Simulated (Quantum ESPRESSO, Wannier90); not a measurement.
## SrTiO₃ (cubic perovskite): Wannier90 run

```
CELL_PARAMETERS angstrom
      3.91270     0.00000     0.00000
      0.00000     3.91270     0.00000
      0.00000     0.00000     3.91270
ATOMIC_POSITIONS crystal
  Sr 0.00000 0.00000 0.00000
  Ti 0.50000 0.50000 0.50000
  O  0.50000 0.00000 0.50000
  O  0.00000 0.50000 0.50000
  O  0.50000 0.50000 0.00000
```

Cell from Materials Project (mp-5229), symmetrised, no further relaxation. COD (Crystallography Open Database) records the formula in this space group. Ideal cubic forms of this type are often high-temperature phases that distort on cooling; symmetry holds the cell here, and its stability was not tested. Method: PBEsol plane waves in Quantum ESPRESSO 7.5 (PseudoDojo norm-conserving files, 68 Ry, no spin polarisation, no spin-orbit coupling), Bloch states on a 8×8×8 mesh through Γ, Wannier90 4.0.1. Density: 8×8×8 mesh, cold smearing 0.01 Ry.

Base run: 14 functions from bands 12-38 of the 38 computed, start hydrogen-like Ti: d; O: p, centres 0.05 Å off the atoms, frozen window up to 3.34 eV relative to the valence-band maximum, outer window open. Rows change the key named; with other orbitals the number of functions and the frozen window follow, as listed; window edges are relative to the valence-band maximum. The misfit compares interpolated bands with pw.x on a high-symmetry path, for states up to 2.8 eV relative to the valence-band maximum. Converged means that the tolerances were met: symmetric starts can stop on a saddle, which shows as a larger Ω_OD at equal Ω_I and can move the misfit too.

Rows with other orbitals or bands describe another subspace, so their Ω_I can't be set against the base's. Runs that didn't settle are not listed.

```json
[
 {"setting": "base", "orbitals": "Ti d, O p", "bands": "12-38", "functions": "14", "frozen to (eV)": "3.34", "Ω_I (Å²)": "12.00", "Ω_D (Å²)": "0.00", "Ω_OD (Å²)": "0.18", "rms misfit (meV)": "0.3", "worst (meV)": "3.5", "ended": "converged"},
 {"setting": "num_iter = 0 (projection only), orbitals on the atoms", "orbitals": "Ti d, O p", "bands": "12-38", "functions": "14", "frozen to (eV)": "3.34", "Ω_I (Å²)": "12.00", "Ω_D (Å²)": "0.00", "Ω_OD (Å²)": "0.27", "rms misfit (meV)": "0.4", "worst (meV)": "3.8", "ended": "no minimisation"},
 {"setting": "start: the same orbitals exactly on the atoms", "orbitals": "Ti d, O p", "bands": "12-38", "functions": "14", "frozen to (eV)": "3.34", "Ω_I (Å²)": "12.00", "Ω_D (Å²)": "0.00", "Ω_OD (Å²)": "0.18", "rms misfit (meV)": "0.3", "worst (meV)": "3.5", "ended": "converged"},
 {"setting": "other orbitals: Ti: d; O: s;p", "orbitals": "Ti d, O sp", "bands": "6-8,12-38", "functions": "17", "frozen to (eV)": "3.34", "Ω_I (Å²)": "13.84", "Ω_D (Å²)": "0.00", "Ω_OD (Å²)": "1.28", "rms misfit (meV)": "0.3", "worst (meV)": "3.5", "ended": "converged"},
 {"setting": "start: atomic waves of the pseudopotential files", "orbitals": "Sr 5s, Ti 3d, Ti 4s, O 2p", "bands": "12-38", "functions": "16", "frozen to (eV)": "3.34", "Ω_I (Å²)": "18.29", "Ω_D (Å²)": "0.00", "Ω_OD (Å²)": "0.52", "rms misfit (meV)": "0.3", "worst (meV)": "2.8", "ended": "converged"},
 {"setting": "atomic waves with projectability windows 0.01 and 0.95", "orbitals": "Sr 5s, Ti 3d, Ti 4s, O 2p", "bands": "12-38", "functions": "16", "frozen to (eV)": "3.34", "Ω_I (Å²)": "18.88", "Ω_D (Å²)": "0.00", "Ω_OD (Å²)": "0.56", "rms misfit (meV)": "0.3", "worst (meV)": "1.7", "ended": "converged"}
]
```
